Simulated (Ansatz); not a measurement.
Si3Ge:
```
CELL_PARAMETERS angstrom
      3.91404     0.00000     0.00000
      0.00000     3.91404     0.00000
      0.00000     0.00000     5.52737
ATOMIC_POSITIONS crystal
  Si 0.50000 0.00000 0.75588
  Si 0.00000 0.00000 0.00000
  Si 0.00000 0.50000 0.24412
  Ge 0.50000 0.50000 0.50000
```

Relaxed with PBE. Special points in fractions of this cell's reciprocal vectors: Γ (0.000, 0.000, 0.000); X (0.000, 0.500, 0.000); M (0.500, 0.500, 0.000); Z (0.000, 0.000, 0.500); R (0.000, 0.500, 0.500); A (0.500, 0.500, 0.500).

Question: List the band energies nearest the valence-band maximum at these points for the program Ansatz at the PBE level (PAW).

Answer: In eV from the valence-band maximum; about four levels below and three above (degenerate sets whole), none deeper than 8.9 eV; points with the same levels are listed once.

| k | below | above |
|---|---|---|
| Γ | -2.87 -2.87 -0.04 0.00 0.00 | 0.67 0.84 2.23 |
| X | -3.73 -3.65 -1.52 -1.21 | 2.14 2.52 4.59 |
| M | -2.92 -2.85 -2.85 -2.78 | 0.39 0.85 0.85 |
| Z | -2.04 -2.04 -1.75 -1.75 | 0.92 1.25 3.07 |
| R | -1.43 -1.25 -1.21 -1.06 | 0.89 1.33 3.21 |
| A | -3.79 -3.79 -3.79 -3.72 | 4.19 4.36 4.36 |

Space group P-4m2. The start of the workflow was typed in or built on a structure type; neither database checked (COD, Materials Project) lists it. Whether it is the stable phase at ambient conditions was not checked. The cell was relaxed with PBE under the symmetry of its start; its stability against distortions is not shown here. Spin–orbit coupling is left out wherever it is not named.

Potentials: the later of the program's two PAW sets.
